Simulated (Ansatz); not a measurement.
One crystal and one scan (energy against volume) at two levels, r2SCAN (plane waves to 500 eV, PAW, scalar-relativistic; Ansatz, a program for electronic structure) and PBE (plane waves to 420 eV, PAW, scalar-relativistic; Ansatz), each from its own relaxed cell and on its own mesh. The cell shown is that of r2SCAN.

FePt (CuAu type, space group P4/mmm)

```xyz
2
Lattice="2.7339 0.0000 0.0000 0.0000 2.7339 0.0000 0.0000 0.0000 3.7210" Properties=species:S:1:pos:R:3 pbc="T T T"
Fe     1.3669     1.3669     1.8605
Pt     0.0000     0.0000     0.0000
```

This relaxed cell (volume V₀) is scaled evenly in all directions, its shape held. Symmetry pins the atoms to their sites.

The energy includes the smearing's −TS. FePt was relaxed with its symmetry unable to fall. Relaxed FePt ends ferromagnetic. Spin-orbit coupling is left out, though Pt is heavy. Other magnetic orders were not checked, so this need not be the ground state. (PBE) Relaxed FePt ends ferromagnetic. (r2SCAN) Relaxed FePt ends ferromagnetic. With the shape held, the modulus is that of even scaling; a crystal free to change shape is softer. Percentages come from the unrounded values. Both scans cover V/V₀ from 0.840 to 1.160.

Results of r2SCAN:

```
Quantity                                                                     Result
---------------------------------------------------------------------------  ------
Lattice constant a (Å)                                                        2.734
Lattice constant c (Å)                                                        3.721
Relaxed volume (Å³/atom)                                                      13.91
Magnetic moment of the relaxed cell (μB/cell)                                  3.56
Pressure at the smallest volume (GPa)                                          57.2
Energy cost of the largest compression (meV/atom)                               338
Energy cost of the largest expansion (meV/atom)                                 180
Bulk modulus at fixed cell shape B₀ (third-order Birch-Murnaghan fit) (GPa)   216.1
Pressure for 5 % compression (fit) (GPa)                                       12.5
```

**Question.** Estimate the PBE values.

**Answer.** 
```tsv
quantity	PBE	r2SCAN − PBE
Lattice constant a (Å)	2.730	+0.004 (+0.1 %)
Lattice constant c (Å)	3.764	-0.043 (-1.1 %)
Relaxed volume (Å³/atom)	14.03	-0.12 (-0.9 %)
Magnetic moment of the relaxed cell (μB/cell)	3.30	+0.26 (+7.7 %)
Pressure at the smallest volume (GPa)	53.7	+3.5 (+6.6 %)
Energy cost of the largest compression (meV/atom)	319	+19 (+5.8 %)
Energy cost of the largest expansion (meV/atom)	167	+13 (+7 %)
Bulk modulus at fixed cell shape B₀ (third-order Birch-Murnaghan fit) (GPa)	201.1	+15.0 (+7.5 %)
Pressure for 5 % compression (fit) (GPa)	11.7	+0.8 (+7 %)
```

r2SCAN gives the higher value for: magnetic moment of the relaxed cell; pressure at the smallest volume; energy cost of the largest compression; energy cost of the largest expansion; bulk modulus at fixed cell shape B₀; pressure for 5 % compression. r2SCAN gives the lower value for: lattice constant c; relaxed volume. They agree on: lattice constant a (within 0.2 %). Neither level is exact: the differences show how much the result hangs on the functional.

(A scan under strain: stresses follow from slopes of the energy per volume, elastic moduli from its curvatures.)
